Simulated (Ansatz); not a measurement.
EuSi2Pt with basis.ecutrho_ratio, scf.max_iter changed

Computed with the plane-wave PAW code Ansatz (scalar-relativistic, PAW set soft_2): PBEsol, collinear spin, 420 eV cutoff, k-mesh 8×8×8. These are the settings of the reference run.

Cell:

```
CELL_PARAMETERS angstrom
2.13160 -8.39281 0.00000
2.13160 8.39281 0.00000
0.00000 0.00000 4.15916
ATOMIC_POSITIONS crystal
Eu 0.10476 0.89524 0.25000
Eu 0.89524 0.10476 0.75000
Pt 0.32126 0.67874 0.25000
Pt 0.67874 0.32126 0.75000
Si 0.75115 0.24885 0.25000
Si 0.24885 0.75115 0.75000
Si 0.46278 0.53722 0.25000
Si 0.53722 0.46278 0.75000
```

The reference run of this cell is solved again as a single point with these keys changed:

| key | reference run | changed run |
| --- | --- | --- |
| basis.ecutrho_ratio | not typed | 2 |
| scf.max_iter | not typed | 80 |

Q: How does the changed run end?

A: 

| quantity | reference run | changed run |
| --- | --- | --- |
| energy, changed less reference (meV an atom) | 0 | 0.0 |
| pressure (GPa) | 0.0 | 0.0 |
| largest force (eV/Å) | 0.00 | 0.00 |
| gap on the mesh (eV) | 0.00 | 0.00 |
| moment of the cell (μB) | 13.55 | 13.55 |

The results hardly move, so the changed setting does no harm here. It took 18 iterations.

Caveats: the reference run: 4f shell without a U, which puts 4f levels too near the Fermi level; the reference run: open f or d shells may hold a state above the lowest; a single point, atoms not relaxed again; the changed cutoff lies under the advised one, so the shift is an error of the basis.
